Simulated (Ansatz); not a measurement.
Starting cell, NiSi$_{2}$ (fluorite type, space group Fm-3m):

```
NiSi2
1.0
    0.00000     2.69495     2.69495
    2.69495     0.00000     2.69495
    2.69495     2.69495     0.00000
Ni Si
1 2
Direct
  0.00000   0.00000   0.00000
  0.25000   0.25000   0.25000
  0.75000   0.75000   0.75000
```

In each cell atom 3 (Si, nearest neighbour Ni at 2.334 Å; its periodic images, 3.8 Å or more away, move with it) moves by s·(0.577, 0.577, 0.577) (towards the nearest neighbour), the rest being held.

All values below come from PBEsol (plane waves to 420 eV, PAW, scalar-relativistic; Ansatz, a first-principles code). k mesh 12×12×12 (Γ-centred), Fermi-Dirac smearing 0.05 eV. The energy includes the smearing's −TS. With partly filled bands, energies and forces of such displacements shift with the k mesh and the smearing. On this mesh the relaxed cell isn't quite at rest: it carries a pressure of -0.1 GPa (compression positive) at the zero of the scan. NiSi2 is run without spin polarisation. NiSi2 was relaxed with its symmetry unable to fall. The zero of ΔE is the undisplaced structure. The last digit holds for this mesh only.

| s (Å) | ΔE (meV/cell) |
|---|---|
| -0.230 | 184.7 |
| -0.184 | 121.8 |
| -0.138 | 70.4 |
| -0.092 | 32.2 |
| -0.046 | 8.3 |
| 0.000 | 0.0 |
| 0.046 | 8.9 |
| 0.092 | 36.9 |
| 0.138 | 86.8 |
| 0.184 | 161.5 |
| 0.230 | 264.3 |

### Question
What force constant k = d²E/ds² at s = 0 does the table give?

### Answer
8.1 eV/Å². It is the second difference of the nearest points, corrected with the next pair.

### Question
With k = 8.08 eV/Å² from the forces, is the well harmonic out to s = 0.230 Å?

### Answer
½ks² = 214 meV/cell against the computed 264 meV/cell, so the well is stiffer than harmonic there.

(A displaced cell: forces are minus the slopes of the energy, force constants its curvatures, and phonons follow from these.)
